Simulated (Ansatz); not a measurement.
BiClO:
```cif
data_Bi2Cl2O2
_chemical_formula_sum 'Bi2 Cl2 O2'
_space_group_name_H-M_alt 'P4/nmm :1'
_space_group_IT_number 129
_space_group_name_Hall 'P 4ab 2ab -1ab'
_cell_length_a 3.85091
_cell_length_b 3.85091
_cell_length_c 7.16764
_cell_angle_alpha 90.000
_cell_angle_beta 90.000
_cell_angle_gamma 90.000
loop_
_space_group_symop_operation_xyz
  'x, y, z'
  '-y+1/2, x+1/2, z'
  '-x, -y, z'
  'y+1/2, -x+1/2, z'
  'x+1/2, -y+1/2, -z'
  '-y, -x, -z'
  '-x+1/2, y+1/2, -z'
  'y, x, -z'
  '-x+1/2, -y+1/2, -z'
  'y, -x, -z'
  'x+1/2, y+1/2, -z'
  '-y, x, -z'
  '-x, y, z'
  'y+1/2, x+1/2, z'
  'x, -y, z'
  '-y+1/2, -x+1/2, z'
loop_
_atom_site_label
_atom_site_type_symbol
_atom_site_symmetry_multiplicity
_atom_site_Wyckoff_symbol
_atom_site_fract_x
_atom_site_fract_y
_atom_site_fract_z
_atom_site_occupancy
Bi1 Bi 2 c 0.50000 0.00000 0.17470 1
Cl1 Cl 2 c 0.00000 0.50000 0.35516 1
O1 O 2 a 0.00000 0.00000 0.00000 1
```

Relaxed with LDA.

### Question
Give the optical modes at the zone centre with their infrared and Raman activity from DFPT, LDA (plane waves, PAW; program Ansatz).

### Answer
Transverse frequencies, without the LO–TO term; a row sums one degenerate level.

```
ω (cm⁻¹)  degeneracy  IR ((D/Å)²/amu)  Raman (Å⁴/amu)  activity  symmetry
--------  ----------  ---------------  --------------  --------  --------
76                 2             0.00              11     Raman        Eg
101                2            32.28               0        IR        Eu
133                1             6.46               0        IR       A2u
150                1             0.00             120     Raman       A1g
156                2             0.00              14     Raman        Eg
198                1             0.00              77     Raman       A1g
302                2            54.54               0        IR        Eu
403                1             0.00             9.7     Raman       B1g
453                2             0.00              12     Raman        Eg
476                1            14.45               0        IR       A2u
```

### Question
How high does the top mode go among those that the LO–TO term moves?

### Answer
445 cm⁻¹ for q along x, 445 cm⁻¹ for q along y, 533 cm⁻¹ for q along z.

The workflow started from a Materials Project entry (that database holds measured and hypothetical structures alike); the Crystallography Open Database files this formula in space group No. 129, but the cells were not matched. Whether it is the stable phase at ambient conditions was not checked. The cell was relaxed with LDA under the symmetry of its start; phonons on a q-mesh show no instability. A crystal of weakly bound layers computed without a dispersion correction: the cell and the soft elastic constants depend strongly on that. Scalar-relativistic: spin–orbit coupling is off unless named, which matters more the heavier the elements.

Potentials: the later of the program's two PAW sets.
